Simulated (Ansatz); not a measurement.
# Ag: computed property card

Ag:
```xyz
1
Lattice="2.7804 0.0000 0.0000 -1.3902 2.4079 0.0000 0.0000 0.0000 2.7048" Properties=species:S:1:pos:R:3 pbc="T T T"
Ag     0.0000     0.0000     0.0000
```

Space group P6/mmm (No. 191), simple hexagonal; conventional cell a = b = 2.7804 Å, c = 2.7048 Å, α = β = 90.00°, γ = 120.00°.

Method: plane-wave PAW PBEsol (Ansatz code). Geometry: relaxed at this level of theory. Other levels are named where they apply.

Cell and energy:

| Item | Value |
|---|---|
| Volume per atom | 18.11 Å³ |
| Density | 9.89 g/cm³ |

Electronic structure:

| Quantity | Result |
|---|---|
| Electronic character | metallic (no gap) |
| Density of states at the Fermi level | 0.27 states/eV per atom (mean over ±0.08 eV) |
| Gap with spin–orbit coupling | none (metallic) |

Mechanics:

| Property | Result |
|---|---|
| Bulk modulus (Birch–Murnaghan fit) | 99.9 GPa |
| Pressure derivative B′ | 5.6 |
| Elastic constants (relaxed ions, GPa) | C11 = 199, C12 = 96.6, C13 = 18.3, C33 = 236, C44 = -16.5 |
| Mechanical stability | unstable (C has a negative eigenvalue) |

The start of the workflow was typed in or built on a structure type; neither database checked (COD, Materials Project) lists it. It is not the phase usual at ambient conditions (space group No. 225). The cell was relaxed with PBEsol under the symmetry of its start. No spin polarisation was allowed. As this level gives no gap, shear constants depend on the k-mesh and smearing (Fermi–Dirac, 0.1 eV here). Axis ratios of metals converge slowly with the k-mesh, so a and c are less sure than the volume. Spin–orbit coupling is left out wherever it is not named.

Potentials: the earlier of the program's two PAW sets. The files were generated under PBE; for other functionals the program regenerates the frozen cores, and for LDA and PBEsol the local potential too.
